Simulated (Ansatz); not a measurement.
Relaxed-ion elastic tensor of LaScO₃ in space group Pnma (No. 62; La on 4c, O on 8d, Sc on 4b, O on 4c) in GPa (Voigt order), the program Ansatz at the PBEsol level (PAW); density 5.89 g/cm³, 13.07 Å³ per atom.

```json
[
 {"": "1", "1": "256", "2": "106", "3": "126", "4": "0.0", "5": "0.0", "6": "0.0"},
 {"": "2", "1": "106", "2": "265", "3": "117", "4": "0.0", "5": "0.0", "6": "0.0"},
 {"": "3", "1": "126", "2": "117", "3": "289", "4": "0.0", "5": "0.0", "6": "0.0"},
 {"": "4", "1": "0.0", "2": "0.0", "3": "0.0", "4": "86.0", "5": "0.0", "6": "0.0"},
 {"": "5", "1": "0.0", "2": "0.0", "3": "0.0", "4": "0.0", "5": "82.8", "6": "0.0"},
 {"": "6", "1": "0.0", "2": "0.0", "3": "0.0", "4": "0.0", "5": "0.0", "6": "96.5"}
]
```

**Question.** Is the crystal mechanically stable?

**Answer.** Yes: the smallest eigenvalue of C is 82.8 GPa.

**Question.** Work out the Voigt, Reuss and Hill averages.

**Answer.** K_V = 167, K_R = 166, K_H = 167; G_V = 83.9, G_R = 83.1, G_H = 83.5 GPa.

**Question.** Give Young's modulus, Poisson's ratio, Pugh's ratio and the universal anisotropy index.

**Answer.** E = 9KG/(3K + G) = 215 GPa; ν = 0.29; K/G = 2.00 (ductile by the Pugh limit of 1.75); A_U = 5G_V/G_R + K_V/K_R − 6 = 0.05.

**Question.** Estimate the sound speeds and the Debye temperature.

**Answer.** v_l = √((K + 4G/3)/ρ) = 6870 m/s, v_t = √(G/ρ) = 3760 m/s, mean 4200 m/s; Θ = (h/k)(3n/4πV)^(1/3) v_m = 530 K.

**Question.** Solve the Christoffel equation for the three sound speeds along x, y, z.

**Answer.** Eigenvalues of C_ijkl n_j n_l equal ρv². In km/s, slowest first: x 3.75, 4.05, 6.60; y 3.82, 4.05, 6.71; z 3.75, 3.82, 7.00.

**Question.** How much does each axis shrink under pressure?

**Answer.** Linear compressibilities β_i = Σ_j S_ij (j = 1 to 3): x 2.2, y 2.2, z 1.6 per TPa.

Symmetry was held in the PBEsol relaxation. No spin polarisation was allowed. Scalar-relativistic: spin–orbit coupling is off unless named, which matters more the heavier the elements.

Potentials: the later of the program's two PAW sets.
